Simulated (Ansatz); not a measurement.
The relaxed structure here is a generated cell of InAs: the first start was made by placing the elements on the sites of a structure type, and the end was not matched to a known phase here, so it may be hypothetical. Known forms of InAs include space group No. 216.

The end point of a relaxation of InAs. Space group R-3m (No. 166). Computed with PBE (plane waves to 420 eV, PAW, scalar-relativistic; Ansatz, an electronic-structure program).

Space group R-3m, hexagonal axes (No. 166); a = b = 4.3819 Å, c = 21.7699 Å, α = β = 90.00°, γ = 120.00°

| atom | site | symmetry | x | y | z |
|---|---|---|---|---|---|
| In | 6c | 3m | 0.0000 | 0.0000 | 0.4344 |
| As | 6c | 3m | 0.0000 | 0.0000 | 0.0568 |
(The calculation used a cell of 4 atoms; values per cell refer to that cell.)

| Item | Result |
|---|---|
| Volume per atom | 30.17 Å³ |
| Band gap | no gap on the sampled points, where the bands overlap only slightly; such a result is sensitive to mesh and level |
| Shortest distances | As–As 2.47 Å; As–In 2.71 Å; In–In 2.86 Å |
| k-mesh | 13×13×13 |

Band energies at high-symmetry points (eV from the Fermi level; labels of this space group; no spin-orbit coupling), from −5 eV up to 3.2 eV:

```csv
point,energies
Γ,-1.52 -1.52 -0.68 -0.52 -0.01 -0.01 0.76 2.48
T,-4.26 -4.04 -1.44 -1.44 -0.21 -0.21 0.03 1.73
H2,-3.32 -3.23 -2.77 -0.85 1.23 2.37
H0,-3.32 -3.23 -2.77 -0.85 1.23 2.37
L,-4.68 -3.62 -2.32 -2.17 -1.42 1.32 2.47 2.69
S0,-3.44 -3.03 -2.94 -0.88 1.26 2.75
S2,-3.44 -3.03 -2.94 -0.88 1.26 2.75
F,-3.18 -2.54 -1.02 -0.44 0.14 1.57 1.63
```

No spin polarisation in the result.

The run could not lose the symmetry of its start: the end is stationary, and may be a saddle point rather than a minimum.

It was reached from a disturbed copy of a F-43m (No. 216) cell (zinc blende type), against which it lies +0.12 eV/atom.
